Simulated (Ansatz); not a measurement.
PtPb:
```yaml
crystal:
  lattice:
    - [3.81891, 0.00000, 0.00000]
    - [-1.90946, 3.30728, 0.00000]
    - [0.00000, 0.00000, 7.19590]
  atoms:
    - { symbol: Pb, position: [0.00000, 0.00000, 0.00000] }
    - { symbol: Pb, position: [0.00000, 0.00000, 0.50000] }
    - { symbol: Pt, position: [0.33333, 0.66667, 0.25000] }
    - { symbol: Pt, position: [0.66667, 0.33333, 0.75000] }
```

Relaxed with r²SCAN. Special points in fractions of this cell's reciprocal vectors: Γ (0.000, 0.000, 0.000); M (0.500, 0.000, 0.000); K (0.333, 0.333, 0.000); A (0.000, 0.000, 0.500); L (0.500, 0.000, 0.500); H (0.333, 0.333, 0.500).

**Question.** List the band energies nearest the Fermi level at these points for the program Ansatz at the r²SCAN level (PAW).

**Answer.** In eV from the Fermi level; about four levels below and three above (degenerate sets whole), none deeper than 8.9 eV; points with the same levels are listed once.

| k | below | above |
|---|---|---|
| Γ | -2.59 -2.59 -2.42 -2.42 -2.37 | 2.22 4.30 5.32 5.32 |
| M | -1.82 -1.19 -0.99 -0.58 | 0.12 1.15 6.03 |
| K | -1.86 -1.86 -1.51 -0.22 | 0.76 1.19 1.19 |
| A | -2.40 -2.40 -2.40 -2.40 -1.37 -1.37 | 5.50 5.50 5.50 5.50 |
| L | -1.94 -1.94 -1.32 -1.32 | 1.97 1.97 3.09 3.09 |
| H | -1.24 -1.24 -1.02 -1.02 | 3.16 3.16 5.39 5.39 |

Space group P6_3/mmc (NiAs type). The workflow started from an entry of the Crystallography Open Database (COD). Its standing as an ambient phase is unchecked. The r²SCAN relaxation kept the symmetry of its start; whether a distortion lowers the energy is not shown. The run is not spin-polarised. Spin–orbit coupling is left out wherever it is not named.

Potentials: the later of the program's two PAW sets.
